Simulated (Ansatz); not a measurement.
# NbAl3N4: computed properties

Method: DFT PBE, scalar-relativistic, plane waves, PAW in Ansatz.

Settings: cutoff 420 eV, Γ-centred mesh 10×10×10 on the computed 8-atom cell, Gaussian smearing of 0.10 eV; no spin polarisation.

The structure is relaxed at this level of theory with its symmetry kept, and needn't be the ground state of this composition.

```
CELL_PARAMETERS angstrom
4.21600 0.00000 0.00000
0.00000 4.21600 0.00000
0.00000 0.00000 4.21600
ATOMIC_POSITIONS crystal
Al 0.00000 0.50000 0.50000
Al 0.50000 0.00000 0.50000
Al 0.50000 0.50000 0.00000
Nb 0.00000 0.00000 0.00000
N 0.50000 0.00000 0.00000
N 0.00000 0.50000 0.00000
N 0.00000 0.00000 0.50000
N 0.50000 0.50000 0.50000
```

```json
{"Space group": "Pm-3m (No. 221)", "Volume per atom": "63.2 bohr³", "Formation energy from the elements' standard states (uncorrected)": "-0.859 eV/atom", "Kohn–Sham band gap": "none (metal)", "Density of states at the Fermi level": "1.6 states/eV per cell", "Orbital (Löwdin) character within 0.5 eV of the Fermi level": "Nb 4d 68 %, N 2p 15 %, Al 3s 10 %", "Bader charge by site (e)": "Al (3 in the cell) 2.45, Nb (1 in the cell) 1.85, N (3 in the cell) -2.25, N (1 in the cell) -2.45"}
```

The cell was found from a structure generator's guess, not taken from experiment. Löwdin shares on free-atom orbitals overweight diffuse shells.
